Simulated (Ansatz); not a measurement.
AlB2Ru2 (Cmmm), relaxed and computed with several functionals in Ansatz (plane waves, PAW).

```csv
functional,a (Å),c (Å),V (Å³/atom),ΔH_f (eV/atom)
PBE,2.947,2.822,10.68,-0.35
r²SCAN,(withheld),(withheld),(withheld),(withheld)
PBEsol,2.929,2.797,10.43,-0.38
```

Q: Fill in the missing entries.

A: 
- r²SCAN, a (Å): 2.932
- r²SCAN, c (Å): 2.812
- r²SCAN, V (Å³/atom): 10.51
- r²SCAN, ΔH_f (eV/atom): -0.38

Typed or built starts, not in the databases checked: AlB2Ru2, Cmmm (Al on 2a, Ru on 4j, B on 4i). All cells were relaxed under the symmetry of their starts (and spin orders); stability against distortions was not tested throughout. Rows with no word on spin ran without spin polarisation. Spin–orbit coupling is left out wherever it is not named.

Potentials: the later of the program's two PAW sets.

Ansatz (an electronic-structure program) is a plane-wave DFT program.

Formation energies count from the lowest solids of the elements computed at the same level, not from gases.
